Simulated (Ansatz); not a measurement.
SrTiO₃:
```yaml
crystal:
  lattice:
    - [3.90683, 0.00000, 0.00000]
    - [0.00000, 3.90683, 0.00000]
    - [0.00000, 0.00000, 3.90683]
  atoms:
    - { symbol: Sr, position: [0.00000, 0.00000, 0.00000] }
    - { symbol: Ti, position: [0.50000, 0.50000, 0.50000] }
    - { symbol: O, position: [0.00000, 0.50000, 0.50000] }
    - { symbol: O, position: [0.50000, 0.50000, 0.00000] }
    - { symbol: O, position: [0.50000, 0.00000, 0.50000] }
```

Tensor components refer to the Cartesian frame of this cell.

**Question.** Give the high-frequency dielectric tensor and the Born effective charge tensors of the independent atoms from DFPT, DFT-r²SCAN in the program Ansatz with PAW potentials.

**Answer.** 
ε∞:
```
5.64  0.00  0.00
0.00  5.64  0.00
0.00  0.00  5.64
```
Z* of atom 1 (Sr), rows: field, columns: displacement, in e:
```
2.52  0.00  0.00
0.00  2.52  0.00
0.00  0.00  2.52
```
Z* of atom 2 (Ti), rows: field, columns: displacement, in e:
```
7.14  0.00  0.00
0.00  7.14  0.00
0.00  0.00  7.14
```
Z* of atom 3 (O), rows: field, columns: displacement, in e:
```
-5.68   0.00   0.00
 0.00  -1.99   0.00
 0.00   0.00  -1.99
```

Static charges for comparison (Bader): Sr1 +1.63, Ti2 +2.34, O3 -1.32 e. Born charges measure polarisation by displacement and can exceed these by far.

Space group Pm-3m (cubic perovskite). The r²SCAN relaxation kept the symmetry of its start. At this level the phase is dynamically unstable (imaginary phonons). The run is not spin-polarised. Spin–orbit coupling is left out wherever it is not named.

Potentials: the later of the program's two PAW sets.
